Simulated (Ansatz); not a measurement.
Zn4Te3S:
```cif
data_STe3Zn4
_chemical_formula_sum 'Zn4 S1 Te3'
_space_group_name_H-M_alt 'P-4m2'
_space_group_IT_number 115
_space_group_name_Hall 'P -4 -2'
_cell_length_a 4.25234
_cell_length_b 4.25234
_cell_length_c 11.93145
_cell_angle_alpha 90.000
_cell_angle_beta 90.000
_cell_angle_gamma 90.000
loop_
_atom_site_label
_atom_site_type_symbol
_atom_site_symmetry_multiplicity
_atom_site_Wyckoff_symbol
_atom_site_fract_x
_atom_site_fract_y
_atom_site_fract_z
_atom_site_occupancy
Zn1 Zn 2 g 0.00000 0.50000 0.10221 1
S1 S 1 a 0.00000 0.00000 0.00000 1
Te1 Te 2 f 0.50000 0.50000 0.23464 1
Zn2 Zn 2 g 0.50000 0.00000 0.36699 1
Te2 Te 1 d 0.00000 0.00000 0.50000 1
```

Relaxed with PBE.

Q: Which orbitals make up the states near the band edges in the program Ansatz at the PBE level (PAW)?

A: Top 1 eV of the valence band: Te 5p 82 %, S 3p 10 %. Bottom 1 eV of the conduction band: Zn 4s 50 %, Te 5p 17 %, Te 5s 6 %, S 3p 5 %, S 3s 5 %, outside the projected shells 16 %. Projections are on Löwdin-orthogonalised atomic valence shells; empty p or d shells of many metals are not among them.

Q: Tabulate the density of states.

A: States/eV per cell of 8 atoms, in 0.25 eV bins, energy from the valence-band maximum.

| E (eV) | total | Zn 3d | Te 5p | Zn 4s |
|---|---|---|---|---|
| -7.85 | 0.00 | 0.00 | 0.00 | 0.00 |
| -7.60 | 0.00 | 0.00 | 0.00 | 0.00 |
| -7.35 | 0.00 | 0.00 | 0.00 | 0.00 |
| -7.10 | 0.00 | 0.00 | 0.00 | 0.00 |
| -6.85 | 29.00 | 27.42 | 0.54 | 0.16 |
| -6.60 | 111.40 | 109.02 | 1.42 | 0.36 |
| -6.35 | 19.60 | 18.31 | 0.18 | 0.27 |
| -6.10 | 0.00 | 0.00 | 0.00 | 0.00 |
| -5.85 | 0.00 | 0.00 | 0.00 | 0.00 |
| -5.60 | 0.00 | 0.00 | 0.00 | 0.00 |
| -5.35 | 0.00 | 0.00 | 0.00 | 0.00 |
| -5.10 | 1.28 | 0.06 | 0.46 | 0.32 |
| -4.85 | 8.20 | 0.39 | 2.96 | 2.66 |
| -4.60 | 6.85 | 0.32 | 3.19 | 2.16 |
| -4.35 | 4.40 | 0.26 | 2.03 | 1.20 |
| -4.10 | 2.81 | 0.19 | 1.21 | 0.69 |
| -3.85 | 1.99 | 0.14 | 0.83 | 0.44 |
| -3.60 | 1.54 | 0.10 | 0.63 | 0.31 |
| -3.35 | 1.37 | 0.08 | 0.53 | 0.23 |
| -3.10 | 3.91 | 0.16 | 1.32 | 0.20 |
| -2.85 | 5.24 | 0.21 | 2.59 | 0.21 |
| -2.60 | 5.88 | 0.21 | 3.25 | 0.19 |
| -2.35 | 6.14 | 0.20 | 3.62 | 0.19 |
| -2.10 | 7.25 | 0.21 | 4.74 | 0.19 |
| -1.85 | 6.85 | 0.19 | 5.08 | 0.15 |
| -1.60 | 6.49 | 0.17 | 5.07 | 0.11 |
| -1.35 | 6.92 | 0.19 | 5.39 | 0.10 |
| -1.10 | 6.56 | 0.19 | 5.15 | 0.08 |
| -0.85 | 5.83 | 0.17 | 4.73 | 0.05 |
| -0.60 | 3.73 | 0.11 | 3.06 | 0.03 |
| -0.35 | 2.01 | 0.06 | 1.65 | 0.01 |
| -0.10 | 0.72 | 0.02 | 0.62 | 0.00 |
| 0.15 | 0.00 | 0.00 | 0.00 | 0.00 |
| 0.40 | 0.00 | 0.00 | 0.00 | 0.00 |
| 0.65 | 0.00 | 0.00 | 0.00 | 0.00 |
| 0.90 | 0.00 | 0.00 | 0.00 | 0.00 |
| 1.15 | 0.01 | 0.00 | 0.00 | 0.00 |
| 1.40 | 0.04 | 0.00 | 0.01 | 0.02 |
| 1.65 | 0.23 | 0.00 | 0.04 | 0.12 |
| 1.90 | 1.26 | 0.00 | 0.22 | 0.62 |
| 2.15 | 1.72 | 0.00 | 0.31 | 0.81 |
| 2.40 | 1.63 | 0.00 | 0.28 | 0.75 |
| 2.65 | 4.82 | 0.01 | 0.92 | 1.86 |
| 2.90 | 6.23 | 0.02 | 1.33 | 2.27 |
| 3.15 | 6.94 | 0.01 | 1.42 | 2.38 |
| 3.40 | 5.28 | 0.01 | 1.01 | 1.78 |
| 3.65 | 4.73 | 0.01 | 0.71 | 1.30 |
| 3.90 | 3.38 | 0.00 | 0.45 | 0.87 |
| 4.15 | 3.89 | 0.00 | 0.48 | 0.85 |
| 4.40 | 3.12 | 0.00 | 0.22 | 0.37 |
| 4.65 | 4.74 | 0.00 | 0.26 | 0.35 |
| 4.90 | 7.12 | 0.01 | 0.36 | 0.44 |
| 5.15 | 8.31 | 0.01 | 0.39 | 0.43 |
| 5.40 | 4.19 | 0.00 | 0.18 | 0.17 |
| 5.65 | 6.08 | 0.01 | 0.19 | 0.15 |

The start of the workflow was typed in or built on a structure type; neither database checked (COD, Materials Project) lists it. Its standing as an ambient phase is unchecked. The cell was relaxed with PBE under the symmetry of its start; whether a distortion lowers the energy is not shown. Scalar-relativistic: spin–orbit coupling is off unless named, which matters more the heavier the elements.

Potentials: the earlier of the program's two PAW sets.
